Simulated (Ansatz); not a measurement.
Relaxed-ion elastic tensor of NiGe in space group Pnma (No. 62; Ni on 4c, Ge on 4c) in GPa (Voigt order), PBEsol (plane waves, PAW; program Ansatz); density 8.32 g/cm³, 13.10 Å³ per atom.

|  | 1 | 2 | 3 | 4 | 5 | 6 |
|---|---|---|---|---|---|---|
| 1 | 231 | 155 | 112 | 0.0 | 0.0 | 0.0 |
| 2 | 155 | 203 | 120 | 0.0 | 0.0 | 0.0 |
| 3 | 112 | 120 | 193 | 0.0 | 0.0 | 0.0 |
| 4 | 0.0 | 0.0 | 0.0 | 77.7 | 0.0 | 0.0 |
| 5 | 0.0 | 0.0 | 0.0 | 0.0 | 117 | 0.0 |
| 6 | 0.0 | 0.0 | 0.0 | 0.0 | 0.0 | 119 |

Is the crystal mechanically stable?

Yes: the smallest eigenvalue of C is 58.7 GPa.

Work out the Voigt, Reuss and Hill averages.

K_V = 156, K_R = 152, K_H = 154; G_V = 78.6, G_R = 59.5, G_H = 69.1 GPa.

Give Young's modulus, Poisson's ratio, Pugh's ratio and the universal anisotropy index.

E = 9KG/(3K + G) = 180 GPa; ν = 0.31; K/G = 2.23 (ductile by the Pugh limit of 1.75); A_U = 5G_V/G_R + K_V/K_R − 6 = 1.63.

Estimate the sound speeds and the Debye temperature.

v_l = √((K + 4G/3)/ρ) = 5440 m/s, v_t = √(G/ρ) = 2880 m/s, mean 3220 m/s; Θ = (h/k)(3n/4πV)^(1/3) v_m = 407 K.

Solve the Christoffel equation for the three sound speeds along x, y, z.

Eigenvalues of C_ijkl n_j n_l equal ρv². In km/s, slowest first: x 3.75, 3.78, 5.27; y 3.06, 3.78, 4.94; z 3.06, 3.75, 4.81.

How much does each axis shrink under pressure?

Linear compressibilities β_i = Σ_j S_ij (j = 1 to 3): x 1.5, y 1.9, z 3.1 per TPa.

The PBEsol relaxation kept the symmetry of its start. The workflow began spin-polarised and lost its moments. As this level gives no gap, shear constants depend on the k-mesh and smearing (Fermi–Dirac, 0.1 eV here). On the denser mesh and wider smearing of the elastic run this cell carries a stress of 0.4 GPa.

Potentials: the later of the program's two PAW sets.
